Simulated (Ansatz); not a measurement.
## Ni (Im-3m), two-dimensional strain map

These are results of DFT r2SCAN, scalar-relativistic, plane waves, PAW in Ansatz, not measurements. Settings: plane waves to 500 eV, k-mesh 24×24×24 (Γ-centred), Gaussian smearing 0.15 eV. Collinear spins, started from moments 0.8 μB in atom order; the magnetic state may not be the lowest. Energies are free energies at this smearing, counted from the undisturbed cell; pressure is positive in compression.

The undisturbed cell (as given, not relaxed at this level; it stands at -0.3 GPa; this bcc form isn't the usual structure):

```yaml
crystal:
  lattice:
    - [-1.38372, 1.38372, 1.38372]
    - [1.38372, -1.38372, 1.38372]
    - [1.38372, 1.38372, -1.38372]
  atoms:
    - { symbol: Ni, position: [0.00000, 0.00000, 0.00000] }
```

The cell is strained by p along both x and y and by q along z, fractional coordinates fixed. Points are written (p, q).

Energy above the undisturbed cell in meV/atom (a dash: not computed):

| p \ q | -0.080 | 0.000 | 0.080 |
| --- | --- | --- | --- |
| -0.080 | 556.8 | 212.1 | 7.8 |
| 0.000 | 38.3 | 0.0 | 27.5 |
| 0.080 | ? | ? | 306.2 |

(1) Fill in the withheld energies.

## Answers

(1) (0.080, -0.080): 0.0; (0.080, 0.000): 134.0.